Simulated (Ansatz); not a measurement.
One crystal and one scan (frozen-phonon scan) at two levels, r2SCAN (plane waves to 500 eV, PAW, scalar-relativistic; Ansatz, a quantum-chemistry and plane-wave program) and PBE (plane waves to 420 eV, PAW, scalar-relativistic; Ansatz), each from its own relaxed cell and on its own mesh. The cell shown is that of r2SCAN.

Relaxed GaN (wurtzite):

```
CELL_PARAMETERS angstrom
      3.18312     0.00000     0.00000
     -1.59156     2.75667     0.00000
      0.00000     0.00000     5.18363
ATOMIC_POSITIONS crystal
  Ga 0.66667 0.33333 0.00099
  Ga 0.33333 0.66667 0.50099
  N  0.66667 0.33333 0.62421
  N  0.33333 0.66667 0.12421
```

The atoms are displaced by Q × the pattern below (from a DFPT mode at Γ, largest move 1; Q in Å), at fixed cell. It is one choice among 2 degenerate patterns.

```
atom      x       y      z
----  -----  ------  -----
Ga1   0.000   0.162  0.000
Ga2   0.000  -0.162  0.000
N3    0.000   1.000  0.000
N4    0.000  -1.000  0.000
```

GaN was relaxed with its symmetry unable to fall. Percentages come from the unrounded values.

Results of r2SCAN:

* **Lattice constant a (Å)**: 3.183
* **Lattice constant c (Å)**: 5.184
* **Relaxed volume (Å³/atom)**: 11.37
* **Harmonic wavenumber from the curvature (finite differences) (cm⁻¹ (negative: imaginary))**: 564
* **Shape of the curve**: a single well with its minimum at or next to zero displacement

**Question.** Estimate the PBE values.

**Answer.** 
```csv
quantity,PBE,r2SCAN − PBE
Lattice constant a (Å),3.218,-0.035 (-1.1 %)
Lattice constant c (Å),5.243,-0.059 (-1.1 %)
Relaxed volume (Å³/atom),11.76,-0.39 (-3.3 %)
Harmonic wavenumber from the curvature (finite differences) (cm⁻¹ (negative: imaginary)),532,+32 (+6.0 %)
```

r2SCAN gives the higher value for: harmonic wavenumber from the curvature. r2SCAN gives the lower value for: lattice constant a; lattice constant c; relaxed volume. Both give the same shape of the curve: a single well with its minimum at or next to zero displacement.

(For displaced atoms, the force is minus the slope of the energy, and its curvature is a force constant, which sets phonon frequencies.)
